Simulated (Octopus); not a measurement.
## HfN (Fm-3m, No. 225): Octopus summary

HfN (Fm-3m, No. 225):
```
HfN
1.0
    0.00000     2.25586     2.25586
    2.25586     0.00000     2.25586
    2.25586     2.25586     0.00000
Hf N
1 1
Direct
  0.00000   0.00000   0.00000
  0.50000   0.50000   0.50000
```
The cell is a database entry, not relaxed again.

Level: LDA. Code: Octopus 16.4. Numerical set-up: grid spacing about 0.16 Å, Γ-centred 12×12×12 k-mesh, Fermi-Dirac smearing of 0.1 eV, no spin polarisation; PseudoDojo 0.4 LDA potentials. Spin-orbit coupling is left out.

**Question.** What band gap does LDA give on the standard high-symmetry path?

**Answer.** none: the cell holds an odd number of electrons, so a band is partly filled.
